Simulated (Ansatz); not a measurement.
Values for one crystal, relaxed and computed with r²SCAN in the plane-wave PAW code Ansatz; other levels are named.

Volume per atom: 20.26 Å³
Electronic character: metallic (no gap)
Formation energy from the elements (no fitted shifts): -0.74 eV/atom
Density of states at the Fermi level: 0.25 states/eV per atom (mean over ±0.08 eV)

### Question
Which of these materials gives this?
A. YNiGe, Pnma (Y on 4c, Ni on 4c, Ge on 4c)
B. Ti6Ge2B, P-62m (Ti on 3f, Ti on 3g, Ge on 2c, B on 1b)
C. YAlGe, Cmcm (Y on 4c, Al on 4a, Ge on 4c)
D. CoGe, C2/m (Pearson symbol mS16)

### Answer
C, YAlGe, Cmcm (Y on 4c, Al on 4a, Ge on 4c)

The first step of the workflow began from a Materials Project structure, measured or hypothetical; the Crystallography Open Database files this formula in space group No. 63, but the cells were not matched. Its standing as an ambient phase is unchecked. The r²SCAN relaxation kept the symmetry of its start; whether a distortion lowers the energy is not shown. No spin polarisation was allowed. The references are the lowest solids computed at this level, not always the standard phases. Spin–orbit coupling is left out wherever it is not named.

Potentials: the earlier of the program's two PAW sets.
